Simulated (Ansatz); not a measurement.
C:
```cif
data_C12
_chemical_formula_sum 'C12'
_space_group_name_H-M_alt 'P 1'
_space_group_IT_number 1
_cell_length_a 3.41687
_cell_length_b 3.41687
_cell_length_c 6.06619
_cell_angle_alpha 90.000
_cell_angle_beta 90.000
_cell_angle_gamma 90.000
loop_
_space_group_symop_operation_xyz
  'x, y, z'
loop_
_atom_site_label
_atom_site_type_symbol
_atom_site_fract_x
_atom_site_fract_y
_atom_site_fract_z
_atom_site_occupancy
C1 C 0.83164 0.33164 0.35975 1
C2 C 0.16836 0.66836 0.35975 1
C3 C 0.16836 0.33164 0.85975 1
C4 C 0.83164 0.66836 0.85975 1
C5 C 0.66836 0.83164 0.64025 1
C6 C 0.33164 0.16836 0.64025 1
C7 C 0.33164 0.83164 0.14025 1
C8 C 0.66836 0.16836 0.14025 1
C9 C 0.00000 0.00000 0.50000 1
C10 C 0.50000 0.50000 0.00000 1
C11 C 0.50000 0.50000 0.50000 1
C12 C 0.00000 0.00000 0.00000 1
```

Relaxed with r²SCAN. r²SCAN (plane waves, PAW; program Ansatz) gives a gap of 3.99 eV.

Question: What gap does HSE06 give on the same cell (Ansatz, PAW)?

Answer: 4.87 eV, 0.88 eV more. The hybrid was solved on a coarser mesh and at special points; its gap is the smallest among all of these.

```tsv
k	v1 r²SCAN	c1 r²SCAN	v1 HSE06	c1 HSE06
Γ	0.00	5.27	[?]	[?]
Z	-2.16	4.63	-2.22	5.57
M	-0.16	8.57	[?]	[?]
A	-0.23	8.59	[?]	[?]
R	-2.06	7.00	-2.14	7.98
X	-1.24	6.82	[?]	[?]
```

Question: Top valence (v1) and lowest conduction level (c1) in eV from each method's valence maximum (which need not be a listed point): supply the withheld HSE06 values.

Answer: 
- M, v1 HSE06: -0.21
- M, c1 HSE06: 9.77
- Γ, v1 HSE06: 0.00
- Γ, c1 HSE06: 6.26
- A, v1 HSE06: -0.28
- A, c1 HSE06: 9.78
- X, v1 HSE06: -1.32
- X, c1 HSE06: 7.79

Cost on shared cores: the r²SCAN run (SCF on a 8×8×5 mesh, then bands and DOS) very roughly 110 core-seconds, the HSE06 run (SCF on 5×5×3, then a few points) about 3.0 core-minutes (a rough figure); the tasks are unlike.

Space group P4_2/ncm. The start of the workflow was typed in or built on a structure type; neither database checked (COD, Materials Project) lists it. It is not the phase usual at ambient conditions (space group No. 194, 227). Symmetry was held in the r²SCAN relaxation; whether a distortion lowers the energy is not shown.

Potentials: the earlier of the program's two PAW sets.
